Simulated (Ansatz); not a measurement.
# Computed properties of Ni3Sn

Ni3Sn:
```cif
data_Ni3Sn
_chemical_formula_sum 'Ni3 Sn1'
_space_group_name_H-M_alt 'P 1'
_space_group_IT_number 1
_cell_length_a 3.63814
_cell_length_b 3.63814
_cell_length_c 3.63814
_cell_angle_alpha 90.000
_cell_angle_beta 90.000
_cell_angle_gamma 90.000
loop_
_space_group_symop_operation_xyz
  'x, y, z'
loop_
_atom_site_label
_atom_site_type_symbol
_atom_site_fract_x
_atom_site_fract_y
_atom_site_fract_z
_atom_site_occupancy
Ni1 Ni 0.00000 0.50000 0.50000 1
Ni2 Ni 0.50000 0.00000 0.50000 1
Ni3 Ni 0.50000 0.50000 0.00000 1
Sn1 Sn 0.00000 0.00000 0.00000 1
```

Space group Pm-3m (No. 221), Cu3Au type; conventional cell a = 3.6381 Å, b = 3.6381 Å, c = 3.6381 Å, α = 90.00°, β = 90.00°, γ = 90.00°.

Method: the program Ansatz at the LDA level (PAW). Structure relaxed to zero pressure with the same functional. Other levels are named where they apply.

Cell and energy:

Volume per atom: 12.04 Å³
Density: 10.17 g/cm³
Formation energy from the elements (no fitted shifts): -0.23 eV/atom

Electronic structure:

- Electronic character: metallic (no gap)
- Density of states at the Fermi level: 0.42 states/eV per atom (mean over ±0.08 eV)

Mechanics:

- Bulk modulus (Birch–Murnaghan fit): 208 GPa
- Pressure derivative B′: 4.9
- Elastic constants (relaxed ions, GPa): C11 = 304, C12 = 161, C44 = 115
- Mechanical stability: stable (all eigenvalues of C positive)
- Hill bulk and shear moduli: 208 and 95.2 GPa
- Young's modulus: 248 GPa
- Poisson's ratio: 0.30
- Debye temperature from the elastic constants: 444 K

Phonons:

- Highest zone-centre frequency: 271 cm^-1
- Zone-centre stability: no imaginary mode at Γ

The first step of the workflow began from a Materials Project structure, measured or hypothetical; the Crystallography Open Database files this formula in space group No. 221, but the cells were not matched. Its standing as an ambient phase is unchecked. The cell was relaxed with LDA under the symmetry of its start. No spin polarisation was allowed. As this level gives no gap, shear constants depend on the k-mesh and smearing (Fermi–Dirac, 0.1 eV here). As this level gives no gap, phonon frequencies hold no LO–TO term and depend on the k-mesh and smearing (Fermi–Dirac, 0.1 eV here). The references are the lowest solids computed at this level, not always the standard phases. Spin–orbit coupling is left out wherever it is not named.

Potentials: the later of the program's two PAW sets.
